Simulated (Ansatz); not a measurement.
TaO$_{2}$:
```
TaO2
1.0
    1.51699     0.87583     4.68464
   -1.51699     0.87583     4.68464
    0.00000    -1.75167     4.68464
Ta O
1 2
Direct
  0.00000   0.00000   0.00000
  0.25394   0.25394   0.25394
  0.74606   0.74606   0.74606
```

Relaxed with PBE+D3(BJ). Special points in fractions of this cell's reciprocal vectors: Γ (0.000, 0.000, 0.000); T (0.500, 0.500, 0.500); H2 (0.810, 0.190, 0.500); H0 (0.500, -0.190, 0.190); L (0.500, 0.000, 0.000); S0 (0.345, -0.345, 0.000); S2 (0.655, 0.000, 0.345); F (0.500, 0.000, 0.500).

Problem. List the band energies nearest the Fermi level at these points for DFT-PBE+D3(BJ) in the program Ansatz with PAW potentials.

Solution. In eV from the Fermi level; about four levels below and three above (degenerate sets whole), none deeper than 8.9 eV; points with the same levels are listed once.

| k | below | above |
|---|---|---|
| Γ | -7.39 -7.39 -4.10 -4.10 -3.81 | 0.10 0.10 1.83 |
| T | -7.34 -7.34 -5.41 -4.20 -4.20 | 0.15 0.15 1.42 |
| H2 | -6.75 -5.88 -5.28 -4.58 | 0.71 1.22 1.84 |
| L | -5.95 -4.65 -4.60 -0.42 | 2.45 2.73 5.46 |
| S0 | -6.90 -5.72 -5.44 -4.63 | 0.76 1.51 1.54 |
| F | -5.57 -4.82 -4.43 -1.01 | 2.49 2.74 5.69 |

Space group R-3m. The cell is a constructed one: a structure type filled with these elements; neither database checked (COD, Materials Project) lists it. Its standing as an ambient phase is unchecked. The PBE+D3(BJ) relaxation kept the symmetry of its start; whether a distortion lowers the energy is not shown. No spin polarisation was allowed. With an odd number of electrons in the cell and no spin polarisation, the count alone makes it a metal. Spin–orbit coupling is left out wherever it is not named.

Potentials: the earlier of the program's two PAW sets.
